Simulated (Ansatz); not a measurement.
GeSe2:
Space group P4₂/mnm (No. 136); a = b = 6.221 Å, c = 3.795 Å, α = β = γ = 90.00°

| atom | site | symmetry | x | y | z |
|---|---|---|---|---|---|
| Ge | 2a | m.mm | 0.0000 | 0.0000 | 0.0000 |
| Se | 4f | m.2m | 0.3054 | 0.3054 | 0.0000 |

This is the PBE-relaxed structure.

Task: All from PBE in the plane-wave PAW code Ansatz, unless another level is named. Give the electronic character.

Result: metallic (no gap).

Task: Predict the density of states at the Fermi level.

Result: 0.26 states/eV per atom (mean over ±0.08 eV).

Task: Give the formation energy from the elements (no fitted shifts).

Result: 0.073 eV/atom.

Space group P4_2/mnm (rutile). The cell is a constructed one: a structure type filled with these elements; neither database checked (COD, Materials Project) lists it. Its standing as an ambient phase is unchecked. Symmetry was held in the PBE relaxation; whether a distortion lowers the energy is not shown. The references are the lowest solids computed at this level, not always the standard phases. Scalar-relativistic: spin–orbit coupling is off unless named, which matters more the heavier the elements.

Potentials: the later of the program's two PAW sets.
